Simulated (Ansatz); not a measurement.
# AlRu: pressure against volume

A database entry relaxed whole under r2SCAN (Pm-3m):

```yaml
crystal:
  lattice:
    - [2.98365, 0.00000, 0.00000]
    - [0.00000, 2.98365, 0.00000]
    - [0.00000, 0.00000, 2.98365]
  atoms:
    - { symbol: Al, position: [0.00000, 0.00000, 0.00000] }
    - { symbol: Ru, position: [0.50000, 0.50000, 0.50000] }
```

The cell was scaled uniformly, its shape held, and the atoms relaxed at each volume with plane-wave PAW DFT (Ansatz 0.2.0; r2SCAN, 500 eV, 11×11×11 Γ-centred mesh, fermi-dirac occupations of width 0.100 eV; no spin, no spin-orbit coupling). One row is withheld.

| volume (Å³/atom) | energy over the lowest (meV/atom) | pressure (GPa) |
| --- | --- | --- |
| 12.484 | 35.6 | 15.58 |
| 12.749 | 15.0 | 9.82 |
| 13.015 | ? | ? |
| 13.280 | 0.0 | -0.01 |
| 13.546 | 3.9 | -4.18 |
| 13.812 | 14.3 | -7.94 |
| 14.077 | 30.6 | -11.30 |

Problem. Fit the pressures of the other rows to the third-order Birch-Murnaghan form.

Solution. With f = [(V₀/V)^(2/3) − 1]/2 and P = 3B₀f(1 + 2f)^(5/2)[1 + 3(B₀′ − 4)f/2], least squares gives V₀ = 13.28 Å³ an atom, B₀ = 220 GPa and B₀′ = 4.4; the rows miss the fit by less than 0.01 GPa. The slope of the energies differs from these pressures by 0.21 GPa, since they are taken to zero smearing while pressures follow the free energy.

Problem. What does the withheld row hold?

Solution. The fit gives 4.64 GPa at 13.015 Å³; the run gave 4.64 GPa and 3.4 meV an atom.

Caveats: the shape of the cell was held; 0 K, fixed nuclei; the symmetry was kept, and this need not be the phase that is stable at 0 K; one mesh for all volumes; pressure is positive in compression.
